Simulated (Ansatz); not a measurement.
ZnCu2GeS4:
```
ZnCu2GeS4
1.0
   -2.63352     2.63352     5.24167
    2.63352    -2.63352     5.24167
    2.63352     2.63352    -5.24167
Cu Zn Ge S
2 1 1 4
Direct
  0.00000   0.00000   0.00000
  0.75000   0.25000   0.50000
  0.25000   0.75000   0.50000
  0.50000   0.50000   0.00000
  0.63044   0.62067   0.49846
  0.12222   0.13199   0.50154
  0.37933   0.87778   0.00977
  0.86801   0.36956   0.99023
```

Relaxed with PBEsol. Independent-particle spectrum: no excitons, no local fields, no scissors shift; 0.1 eV broadening; ε₁ of the summed bands alone.

**Question.** Tabulate the dielectric function from DFT-PBEsol in the program Ansatz with PAW potentials.

**Answer.** 

```tsv
E (eV)	ε₁ xx	ε₂ xx	ε₁ zz	ε₂ zz
0.0	10.70	0.00	10.65	0.00
0.4	11.03	0.00	11.04	0.00
0.8	12.26	1.15	11.83	1.49
1.2	12.65	2.23	12.26	2.25
1.6	14.17	7.99	12.49	6.25
2.0	6.75	6.36	7.27	5.31
2.4	7.95	3.63	8.46	3.76
2.8	9.65	3.99	10.71	4.78
3.2	9.80	5.59	8.12	6.51
3.6	8.12	8.24	8.27	6.74
4.0	6.13	7.00	6.52	8.64
4.4	7.17	8.14	5.32	6.98
4.8	5.15	8.20	4.37	8.38
5.2	4.62	8.90	4.30	6.61
5.6	3.46	7.45	4.67	5.88
6.0	4.36	9.20	7.20	8.59
6.4	0.83	9.67	2.88	13.68
6.8	1.56	8.71	-0.93	10.27
7.2	-0.78	8.44	-1.83	8.06
7.6	-1.78	7.78	-2.73	6.29
8.0	-2.01	5.71	-1.25	5.02
8.4	-1.68	5.44	-1.41	5.21
8.8	-1.90	5.20	-1.15	4.84
9.2	-2.08	4.61	-1.63	5.33
9.6	-2.38	3.58	-2.12	4.09
10.0	-2.07	3.38	-2.23	3.71
10.4	-2.16	3.01	-2.49	3.19
10.8	-2.24	2.39	-2.33	2.43
11.2	-1.92	2.01	-1.97	1.96
11.6	-1.74	1.80	-1.62	1.71
12.0	-1.51	1.58	-1.48	1.72
```

**Question.** From ε at 0.9 eV (xx: 12.20 + 1.51i), find n, k, the normal reflectivity and the absorption coefficient.

**Answer.** n = 3.50, k = 0.216, R = 31 %, α = 2kE/ħc = 20000 cm⁻¹.

With all bands, ε∞ without local fields is 10.8 (xx = yy), 10.7 (zz). DFPT, with local fields, gives 10.2 (xx = yy), 10.2 (zz).

Space group I-4. The PBEsol relaxation kept the symmetry of its start. The run is not spin-polarised. Scalar-relativistic: spin–orbit coupling is off unless named, which matters more the heavier the elements.

Potentials: the later of the program's two PAW sets.
